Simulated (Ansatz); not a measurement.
A geometry of Zn away from equilibrium: step 5 of the relaxation of a relaxed Zn cell, doubled along one cell vector, shaken by Gaussian noise of σ = 0.08 Å a coordinate. Computed with PBE (plane waves to 420 eV, PAW, scalar-relativistic; Ansatz, an electronic-structure program). Γ-centred k-mesh 4×8×11 on the run's cell (coarser than for final values), Fermi–Dirac smearing 0.05 eV.

```xyz
8
Lattice="10.0660 -0.1373 -0.0024 -2.5760 4.3575 0.0130 -0.0007 0.0084 2.9567" Properties=species:S:1:pos:R:3 pbc="T T T"
Zn    -0.0411     0.0392     1.5255
Zn     5.0039    -0.1122     1.5169
Zn     2.5086    -0.0016    -0.7111
Zn     7.5586    -0.1165     0.6401
Zn    -1.4020     2.1756    -0.3993
Zn     3.6884     2.0720     0.2899
Zn     1.1551     2.1258    -0.2299
Zn     6.2703     2.0889     0.5918
```

Q: Give the Cartesian forces on all atoms (eV/Å).

A: 
```
atom     Fx     Fy     Fz
----  -----  -----  -----
Zn1    0.06   0.03   0.04
Zn2    0.11   0.01  -0.06
Zn3    0.00   0.00  -0.07
Zn4   -0.08   0.21   0.07
Zn5   -0.15  -0.10  -0.12
Zn6   -0.01  -0.09   0.08
Zn7    0.07   0.08  -0.02
Zn8    0.00  -0.14   0.07
```

Q: What is the pressure?

A: -0.4 GPa, compression positive.

No spin polarisation in the result.

The end of the path is a generated cell of Zn: the first start was made by a random draw of sites in a space group, and the end was not matched to a known phase here, so it may be hypothetical. Known forms of Zn include space group No. 194.
